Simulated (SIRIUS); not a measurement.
A self-consistent single point of In₂Se₃ (P1, 5 atoms in the cell; from Materials Project mp-1017565, changed as shown).

```xyz
5
Lattice="3.9754 0.0000 0.0000 1.9861 3.4440 0.0000 0.0164 0.0283 9.8641" Properties=species:S:1:pos:R:3 pbc="T T T"
In     2.0363     1.2008     7.9554
In     3.9786     2.2515     1.9255
Se     0.0183    -0.0068    -0.0193
Se     1.9558     1.1866     3.1953
Se     3.9668     2.3126     6.6712
```

Computed with LDA (PW92), PseudoDojo 0.4 standard norm-conserving LDA (tails mended) pseudopotentials (plane waves; SIRIUS).

SIRIUS settings:

parameters.ngridk: 5 5 2
parameters.xc_functionals: [XC_LDA_X, XC_LDA_C_PW]
parameters.gk_cutoff: 9.274 1/bohr
parameters.pw_cutoff: 18.548 1/bohr
parameters.smearing: fermi_dirac
parameters.smearing_width: 0.00367493 Ha
potentials: PseudoDojo 0.4 standard norm-conserving LDA (tails mended) pseudopotentials
parameters.electronic_structure_method: pseudopotential
parameters.num_bands: 44
parameters.num_mag_dims: 0
parameters.num_dft_iter: 100
parameters.energy_tol: 1e-07 Ha
parameters.density_tol: 1e-06
mixer.type: anderson
mixer.beta: 0.3
mixer.use_hartree: false

Results:

* **Number of valence electrons**: 74
* **Number of bands**: 44
* **Number of k-points after the program's reduction**: 26
* **Number of plane waves (most at a k-point)**: 12300
* **Number of SCF iterations**: 19
* **FFT grid**: 48 × 48 × 120
* **Free energy E − TS**: -13500.1207 eV
* **Pressure**: -2.18 GPa
* **Largest force (vector length)**: 0.779 eV/Å

Forces (eV/Å):
```json
[
 {"atom": "In1", "Fx": "-0.315", "Fy": "-0.201", "Fz": "0.479"},
 {"atom": "In2", "Fx": "-0.223", "Fy": "0.386", "Fz": "-0.639"},
 {"atom": "Se3", "Fx": "0.018", "Fy": "0.008", "Fz": "0.108"},
 {"atom": "Se4", "Fx": "0.220", "Fy": "-0.382", "Fz": "0.185"},
 {"atom": "Se5", "Fx": "0.300", "Fy": "0.189", "Fz": "-0.132"}
]
```

Stress (GPa, positive for compression):
```
-1.43   0.12  -0.10
 0.12  -2.59  -0.83
-0.10  -0.83  -2.51
```

For comparison: a first run was changed to give this one (atoms moved at random), and from it to this one the free energy goes up by 12.6 meV/atom, the pressure goes from -2.63 to -2.18 GPa and the largest force goes from 0.125 to 0.779 eV/Å.

The structure comes from a collection of computed structures, made at another level of theory; the collection holds predicted forms beside known ones.

Cost on one core: roughly 4 core-minutes.

“Tails mended”: in these copies of the files the far tail of each local potential was reset to the Coulomb form.
